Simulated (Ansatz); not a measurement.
H₃C₂: pressure against volume

H₃C₂, C2/m, a = 6.852 Å, b = 6.439 Å, c = 4.268 Å, β = 97.2°. The structure is a COD entry; whether it is the stable form wasn't checked. Ansatz: PBE+D3(BJ), PAW, 420 eV, Γ-centred 6×6×6 mesh on 10 atoms, Gaussian smearing 0.02 eV; no spin polarisation. Shape and atoms are relaxed at each volume; pressure is positive in compression.

| V (Å³/atom) | P (GPa) |
| --- | --- |
| 8.219 | 1.22 |
| 8.499 | ? |
| 8.780 | 0.53 |
| 9.060 | 0.25 |
| 9.340 | 0.01 |
| 9.620 | -0.17 |
| 9.900 | -0.31 |
| 10.274 | -0.45 |

Problem. Take V0 = 9.340 Å³/atom, count pressures from its P0 = 0.01 GPa, fit the third-order Birch–Murnaghan form to the other rows, and predict the missing pressure.

Solution. With the Eulerian strain f = ½[(V0/V)^(2/3) − 1] and y = (P − P0)/[3f(1 + 2f)^(5/2)], the form is the line y = B0 + 1.5 B0 (B0′ − 4) f. Rows (f, y): 0.04449, 7.33; 0.02104, 7.43; 0.01025, 7.42; -0.00975, 6.46; -0.01904, 6.17; -0.03078, 5.84. Means f = 0.002702, y = 6.7750; Σ(Δf)² = 0.003888, ΣΔfΔy = 0.08845; the slope is their ratio. y = 6.714 + 22.75 f GPa, so B0 = 6.7 GPa and B0′ = 4 + 2 × (22.75)/(3 × 6.714) = 6.26. At V = 8.499, f = 0.03246, y = 7.452 and P = 0.86 GPa. The run gave 0.85 GPa, so the fit is 0.01 GPa too high, within the rms miss on the fitted rows (0.03 GPa). With a term in f² added B0′ becomes 6.71, so this figure hangs on the form.

Cost: 8 runs of about 5.3 core-minutes in all, on Intel Xeon Platinum 8488C (Sapphire Rapids) (shared hosts).